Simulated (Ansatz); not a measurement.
**Moments of CoSi3 against volume**

The calculation used DFT PBE, scalar-relativistic, plane waves, PAW (Ansatz).

```cif
data_structure
_symmetry_space_group_name_H-M 'P 1'
_symmetry_Int_Tables_number 1
_cell_length_a 3.7594
_cell_length_b 3.7594
_cell_length_c 3.7594
_cell_angle_alpha 90.000
_cell_angle_beta 90.000
_cell_angle_gamma 90.000
_cell_volume 53.13
loop_
_atom_site_label
_atom_site_type_symbol
_atom_site_fract_x
_atom_site_fract_y
_atom_site_fract_z
_atom_site_occupancy
Si1 Si 0.00000 0.50000 0.50000 1
Si2 Si 0.50000 0.00000 0.50000 1
Si3 Si 0.50000 0.50000 0.00000 1
Co1 Co 0.00000 0.00000 0.00000 1
```

```json
{
  "plane-wave cutoff": "420 eV",
  "Γ-centred k-mesh": "12×12×12",
  "occupation rule": "Gaussian smearing, 0.1 eV",
  "list of starting moments (μB, in atom order)": "0 0 0 3.5",
  "check for lower electronic states after the SCF": "off"
}
```

The cell is scaled evenly at fixed fractional positions, V₀ being the volume of the cell shown; start: large parallel starting moments. The states are those that the runs reached from these starts; a lower one can exist. Energies are extrapolated to zero smearing.

Site moments are spin moments in atom-centred spheres that scale with the neighbour distance.

```tsv
V/V₀	E above lowest (meV/atom)	P (GPa)	cell moment (μB)	site moments (μB)
1.000	0.0	-6.5	0.00	none over 0.05
1.057	42.1	-11.1	0.00	none over 0.05
1.132	124.1	-14.7	0.77	Co +0.83
1.226	250.2	-17.4	1.06	Co +1.14
```

Cost: 4 runs of about 2.6 core-minutes in all, on AMD EPYC 7R43 (Zen 3) (shared hosts).